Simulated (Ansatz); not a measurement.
Al: Al interstitial

Computed with Ansatz 0.2.0, DFT LDA, scalar-relativistic, plane waves, PAW. Run with 420 eV cutoff, 4×4×4 k-mesh, Gaussian smearing of 0.10 eV, no spin polarisation.

Host crystal, relaxed:

```cif
data_structure
_symmetry_space_group_name_H-M 'P 1'
_symmetry_Int_Tables_number 1
_cell_length_a 2.8168
_cell_length_b 2.8168
_cell_length_c 2.8168
_cell_angle_alpha 60.000
_cell_angle_beta 60.000
_cell_angle_gamma 60.000
_cell_volume 15.80
loop_
_atom_site_label
_atom_site_type_symbol
_atom_site_fract_x
_atom_site_fract_y
_atom_site_fract_z
_atom_site_occupancy
Al1 Al 0.00000 0.00000 0.00000 1
```

Supercell of 27 atoms, rows in host cell vectors: 3 0 -3; 0 0 -3; 0 3 -3. Atoms relax at the host's cell from a start displaced at random by 0.06 Å near the defect, so other minima may exist. The cell is small, so energies carry finite-size errors of tenths of an eV. The host is a metal.

Defect: Al interstitial set at (0.500, 0.500, 0.500) of the host cell. Before relaxation its nearest neighbours are 6 Al at 1.99 Å.

| charge | moment (μB) | largest move (Å) | atoms near the site |
| --- | --- | --- | --- |
| 0 | 0.00 | 0.45 | 2 Al at 2.36 Å, 1 Al at 2.37 Å, 1 Al at 2.38 Å, 1 Al at 2.39 Å, 1 Al at 2.40 Å |

Cost: 2 runs of about 2.5 core-minutes in all, on AMD EPYC 9R45 (Zen 5) (shared hosts).